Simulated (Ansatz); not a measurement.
Li₅SbO₅ (space group C2/m)

```xyz
11
Lattice="4.8363 -2.0143 0.0000 4.8363 2.0143 0.0000 -1.8834 0.0000 5.4857" Properties=species:S:1:pos:R:3 pbc="T T T"
Li     1.5511     0.0000     3.6047
Li     6.2381     0.0000     1.8810
Li    -0.9417     0.0000     2.7429
Li     5.0403     0.0000     4.7180
Li     2.7489     0.0000     0.7678
Sb     0.0000     0.0000     0.0000
O     -0.1525     0.0000     4.5298
O      7.9418     0.0000     0.9559
O      4.8363     0.0000     0.0000
O      6.8618     0.0000     3.7382
O      0.9275     0.0000     1.7475
```

The slice is a (100) plane (indices of the conventional cell) through the point (0.500, 0.500, 0.000) (fractional), spanned by u = [1 -1 0] and v = [001] in vectors of this cell: u (4.03 Å) and v (5.80 Å, at 90° to u). It covers one period; positions are fractions (u, v).

Method: PBEsol (plane waves to 420 eV, PAW, scalar-relativistic; Ansatz, a first-principles code). k mesh 7×7×5. These are valence fields of a PAW run, semicore shells included where kept as valence: close to a nucleus they are smooth pseudo fields. Li5SbO5 was relaxed with its symmetry unable to fall. Spin-orbit coupling is left out, though Sb is heavy.

Three fields on this plane, each scaled to ten steps between its own extremes (0 low, 9 high; the total valence density on a logarithmic scale, the potential cut 8 eV below its top; x marks points blanked near nuclei; v = 0 in the bottom row):

Map A
```
|xxx00xxxxx00xx|
|xx4100xxx0014x|
|88750000000578|
|99975100015799|
|99987655567899|
|98888776778888|
|88887654567888|
|887752xxx25778|
|87763xxxxx3677|
|77752xxxxx2577|
|87763xxxxx3677|
|887752xxx25778|
|88887654567888|
|98888776778888|
|99987655567899|
|99975100015799|
|88750000000578|
|xx4100xxx0014x|
|xxx00xxxxx00xx|
|xxx00xxxxx00xx|
```

Map B
```
|xxx99xxxxx99xx|
|xx9889xxx9889x|
|88767899987678|
|66556677766556|
|44445666665444|
|22334566654332|
|11234455544321|
|001234xxx43210|
|00113xxxxx3110|
|00013xxxxx3100|
|00113xxxxx3110|
|001234xxx43210|
|11234455544321|
|22334566654332|
|44445666665444|
|66556677766556|
|88767899987678|
|xx9889xxx9889x|
|xxx99xxxxx99xx|
|xxx99xxxxx99xx|
```

Map C
```
|xxx52xxxxx25xx|
|xx9422xxx2249x|
|99621222221269|
|65201122211025|
|21000111110001|
|00000011100000|
|00000000000000|
|000000xxx00000|
|00000xxxxx0000|
|00000xxxxx0000|
|00000xxxxx0000|
|000000xxx00000|
|00000000000000|
|00000011100000|
|21000111110001|
|65201122211025|
|99621222221269|
|xx9422xxx2249x|
|xxx52xxxxx25xx|
|xxx62xxxxx26xx|
```

Problem. Assign the maps to these fields: electron localisation function (ELF); valence electron density; electrostatic potential energy of an electron, from the cell's mean.

Solution. A is the electrostatic potential energy of an electron, from the cell's mean; B is the valence electron density; C is the electron localisation function (ELF).
